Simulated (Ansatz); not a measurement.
CoW (rock salt, Fm-3m), PBE in the plane-wave PAW code Ansatz, all energies at zero smearing, with the estimated change up to a 700 eV cutoff added, with one set of potentials and settings (totals compare only within such a set). Cell of 2 atoms (1 Co, 1 W): -15510.391 eV.

```json
[
 {"element": "Co", "reference phase": "P6_3/mmc, 2 atoms in the cell, spin-polarised", "E (eV/atom)": "-5126.1613"},
 {"element": "W", "reference phase": "Im-3m, 1 atoms in the cell", "E (eV/atom)": "-10385.9177"}
]
```

Formation energy per atom, worked out: (-15510.391 − 1×(-5126.1613) − 1×(-10385.9177))/2 = 0.844 eV/atom (81 kJ per mol of atoms), at 0 K, without zero-point energy or fitted corrections.

The start of the workflow was typed in or built on a structure type; neither database checked (COD, Materials Project) lists it. Whether it is the stable phase at ambient conditions was not checked. Symmetry was held in the PBE relaxation; whether a distortion lowers the energy is not shown. The workflow began spin-polarised and lost its moments. Its formation energy is positive at this level, so the cell may be metastable or incomplete. The references are the lowest solids computed at this level, not always the standard phases. Spin–orbit coupling is left out wherever it is not named.

Potentials: the earlier of the program's two PAW sets.
